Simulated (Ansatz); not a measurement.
## Re3W: computed property card

Re3W:
Space group I4/mmm (No. 139); a = b = 3.8836 Å, c = 7.7831 Å, α = β = γ = 90.00°

```tsv
atom	site	symmetry	x	y	z
Re	4d	-4m2	0.0000	0.5000	0.2500
Re	2b	4/mmm	0.0000	0.0000	0.5000
W	2a	4/mmm	0.0000	0.0000	0.0000
```
(The calculation used a cell of 4 atoms; values per cell refer to that cell.)

Space group I4/mmm (No. 139); conventional cell a = 3.8836 Å, b = 3.8836 Å, c = 7.7831 Å, α = 90.00°, β = 90.00°, γ = 90.00°.

Method: LDA in the plane-wave PAW code Ansatz. Geometry: relaxed at this level of theory. Other levels are named where they apply.

**Cell and energy**

```yaml
volume_per_atom: 14.67 Å³
density: 21.01 g/cm³
Formation energy from the elements (no fitted shifts): 0.14 eV/atom
```

**Electronic structure**

```yaml
electronic_character: metallic (no gap)
Density of states at the Fermi level: 0.76 states/eV per atom (mean over ±0.08 eV)
```

**Mechanics**

```yaml
Bulk modulus (Birch–Murnaghan fit): 379 GPa
Pressure derivative B′: 4.3
```

**Phonons**

```yaml
highest_zone_centre_frequency: 218 cm^-1
zone_centre_stability: no imaginary mode at Γ
```

The workflow started from a Materials Project entry (that database holds measured and hypothetical structures alike); the Crystallography Open Database copy checked does not list it. Whether it is the stable phase at ambient conditions was not checked. The LDA relaxation kept the symmetry of its start. No spin polarisation was allowed. As this level gives no gap, phonon frequencies hold no LO–TO term and depend on the k-mesh and smearing (Fermi–Dirac, 0.1 eV here). Axis ratios of metals converge slowly with the k-mesh, so a and c are less sure than the volume. The references are the lowest solids computed at this level, not always the standard phases. Spin–orbit coupling is left out wherever it is not named.

Potentials: the later of the program's two PAW sets.
